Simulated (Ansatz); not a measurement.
System: AlCo (CsCl type), 2 atoms in the cell.

Computed with Ansatz, PBE, all-electron LAPW, point nucleus.

k-mesh 8×8×8 Γ-centred; Fermi–Dirac smearing of 0.1 eV; no spin polarisation.

```
Co Al
1.0
     2.85000    0.00000    0.00000
     0.00000    2.85000    0.00000
     0.00000    0.00000    2.85000
Co Al
1 1
Direct
  0.00000 0.00000 0.00000
  0.50000 0.50000 0.50000
```

Task: What pressure does the calculation give?

Result: The pressure is 0.58 GPa, so at these settings the cell is compressed and would expand.

The k-mesh is modest, so these values aren't fully converged in k.
